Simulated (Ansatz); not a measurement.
# MnGa$_{4}$ (Im-3m), a sublattice moved along a line

Theory: DFT PBEsol, scalar-relativistic, plane waves, PAW (Ansatz 0.2.0). Settings: plane waves to 420 eV, k-mesh 12×12×12 (Γ-centred), Gaussian smearing 0.15 eV. Collinear spins, started from moments 0.6, 0.0, 0.0, 0.0, 0.0 μB in atom order; the magnetic state may not be the lowest. Energies are free energies at this smearing, counted from the undisturbed cell; pressure is positive in compression.

The undisturbed cell (relaxed at this level; with this scan's settings it stands at 0.1 GPa; it needn't be the usual structure):

```
Mn Ga
1.0
    -2.75478    2.75478    2.75478
     2.75478   -2.75478    2.75478
     2.75478    2.75478   -2.75478
Mn Ga
1 4
Direct
  0.00000 0.00000 0.00000
  0.00000 0.00000 0.50000
  0.00000 0.50000 0.00000
  0.50000 0.00000 0.00000
  0.50000 0.50000 0.50000
```

Every Ga atom is moved by x along the Cartesian unit vector (0.707, -0.707, 0.000); the cell and all other atoms stay fixed. The cell is metallic on the mesh throughout.

```csv
x (Å),ΔE (meV/cell)
-0.2000,333.6
-0.1000,82.1
0.0000,0.0
0.1500,185.9
```

(1) Predict the force along x on the moved atoms (eV/Å) at each point.

Answers

(1)
```
  x (Å) force along x on the moved atoms (eV/Å)
-0.2000                                     3.41
-0.1000                                     1.65
 0.0000                                     0.00
 0.1500                                    -2.51
```

Cost: 4 runs of about 5.7 core-minutes in all, on AMD EPYC 9R45 (Zen 5) (shared hosts).